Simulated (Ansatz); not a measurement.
## Ta$_{2}$O$_{5}$: do energies and stresses tell the same story?

These are results of DFT r2SCAN, scalar-relativistic, plane waves, PAW in Ansatz, not measurements.

Settings: cutoff 500 eV, Γ-centred mesh 8×8×4 on the computed 7-atom cell, Gaussian smearing of 0.02 eV; no spin polarisation.

Relaxed cell: Pmmm, a = 3.666 Å, b = 3.857 Å, c = 6.457 Å, α = 90.00°, β = 90.00°, γ = 90.00°, 7 atoms in the primitive cell. Whether it is the stable form of this composition wasn't checked.

Energies at zero smearing and pressures from the stress tensor, at volumes with shape and atoms relaxed:
```
V (Å³/atom) E − E(first) (meV/atom) P (GPa)
     12.260                     0.00    15.22
     12.652                   -26.82     6.97
     13.043                   -35.09    -0.01
     13.434                   -27.68    -5.90
     13.825                    -7.05   -10.86
```

**Question.** Check P = −dE/dV between neighbouring volumes, and get the bulk modulus from the pressures alone.

**Answer.** With 1 eV/Å³ = 160.2 GPa:
```csv
middle V (Å³/atom),−ΔE/ΔV (GPa),mean P (GPa)
12.456,10.983,11.097
12.847,3.385,3.482
13.238,-3.036,-2.956
13.630,-8.446,-8.381
```

The two differ by 0.11 GPa at most. The mean of two end pressures misses the average over a step by about ΔV² P″/12, up to 0.11 GPa here; with that taken off 0.01 GPa remains. Around V = 13.043 Å³/atom, the two neighbours give B = −V ΔP/ΔV = 13.043 × 12.88 / 0.783 = 214.6 GPa, against B0 = 213.3 GPa from the Birch–Murnaghan fit of the energies.

Spin–orbit coupling is left out, which can shift energies with elements as heavy as these.

Cost: 6 runs of about 14 core-minutes in all, on Intel Xeon Platinum 8259CL (Skylake/Cascade Lake) (shared hosts).